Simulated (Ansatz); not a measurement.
## Computed properties of ZnFCl (Janus 1T monolayer)

All numbers come from the plane-wave code Ansatz. The cell comes from a prototype generator: it can be a known phase or a hypothetical one. Spin polarisation is off.

The cell is ZnFCl as a Janus 1T monolayer; cell and atoms were relaxed with r2SCAN. The sheet's in-plane cell has a = 3.353 Å, b = 3.353 Å (γ = 120.0°), and its outermost atoms lie 2.31 Å apart along the normal. Around Zn lie 3 F at 2.13 Å and 3 Cl at 2.40 Å; around F lie 3 Zn at 2.13 Å; around Cl lie 3 Zn at 2.40 Å.

```
CELL_PARAMETERS angstrom
3.35272 0.00000 0.00000
-1.67636 2.90354 0.00000
0.00000 0.00000 28.34942
ATOMIC_POSITIONS crystal
Zn 0.00000 0.00000 0.32354
F 0.33333 0.66667 0.35519
Cl 0.66667 0.33333 0.27368
```
Periodic in the plane only; c spans the vacuum.

Gaps on the r2SCAN cell, each the least over its mesh and the special points:
```
  level       k mesh  gap (eV)    kind  edges  least direct gap (eV)        rough cost
    LDA      12×12×1      3.29  direct      Γ                   3.29    8 core-seconds
    PBE      12×12×1      3.51  direct      Γ                   3.51    9 core-seconds
 r2SCAN      12×12×1      4.13  direct      Γ                   4.13   20 core-seconds
r2SCANh        6×6×1      4.95  direct      Γ                   4.95    4 core-minutes
  HSE06        6×6×1      5.05  direct      Γ                   5.05    3 core-minutes
   PBE0        6×6×1      5.79  direct      Γ                   5.79    3 core-minutes
LC-ωPBE  6×6×1 alone     10.40  direct      Γ                  10.40  2.7 core-minutes
```
PBE: smearing of 0.02 eV; the others have fixed occupations.
Wave cutoffs: 420 eV, 500 eV (r2SCAN, r2SCANh).
A mesh marked alone had no extra points solved.
Costs come from shared machines and give only the order; PBE's includes the band path. The runs had 4 threads of Intel(R) Xeon(R) 6975P-C (Granite Rapids), on a shared host.

HSE06 gives a direct gap of 5.05 eV at Γ.

r2SCAN covers 40 % of the step from PBE to HSE06, while HSE06 needs about 9 times r2SCAN's rough cost (on a coarser mesh). Among these functionals the gap stays direct.

For some runs the program warns that the potential is rough where the density is thin, which bears on empty states near the vacuum.
